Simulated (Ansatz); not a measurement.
# BeZn₅Se₆: relaxed-ion elastic tensor

Computed with Ansatz 0.2.0, DFT PBE, scalar-relativistic, plane waves, PAW. Settings: 420 eV plane-wave cutoff, Γ-centred 6×6×4 mesh, fixed occupations. No spin polarisation.

The cell, relaxed at this level:
```yaml
crystal:
  lattice:
    - [6.89116, 0.00000, 0.00000]
    - [-3.44558, 5.96792, 0.00000]
    - [0.00000, 0.00000, 6.53779]
  atoms:
    - { symbol: Be, position: [0.00000, 0.00000, 0.00285] }
    - { symbol: Zn, position: [0.66667, 0.33333, 0.00509] }
    - { symbol: Zn, position: [0.33333, 0.66667, 0.00509] }
    - { symbol: Zn, position: [0.00000, 0.32508, 0.50659] }
    - { symbol: Zn, position: [0.67492, 0.67492, 0.50659] }
    - { symbol: Zn, position: [0.32508, 0.00000, 0.50659] }
    - { symbol: Se, position: [0.66667, 0.33333, 0.38432] }
    - { symbol: Se, position: [0.33333, 0.66667, 0.38432] }
    - { symbol: Se, position: [0.00000, 0.00000, 0.35023] }
    - { symbol: Se, position: [0.00000, 0.31020, 0.88611] }
    - { symbol: Se, position: [0.68980, 0.68980, 0.88611] }
    - { symbol: Se, position: [0.31020, 0.00000, 0.88611] }
```

The cell was found from a structure generator's guess, not taken from experiment.

Q: Give the relaxed-ion elastic constants (GPa, Voigt order xx yy zz yz xz xy, on the Cartesian axes of the cell above).

A:
C11 = 100.7, C12 = 42.5, C13 = 31.3, C15 = 0.6, C22 = 100.7, C23 = 31.3, C25 = -0.6, C33 = 119.3, C44 = 25.1, C46 = -0.6, C55 = 25.1, C66 = 29.1 GPa; the others vanish.

Q: Is the crystal stable against homogeneous strain?

A: Yes: the least eigenvalue of the tensor is 25.1 GPa.

Q: And the moduli of a polycrystal (Hill averages)?

A: B = 59 GPa, G = 30 GPa, E = 76 GPa, ν = 0.28.
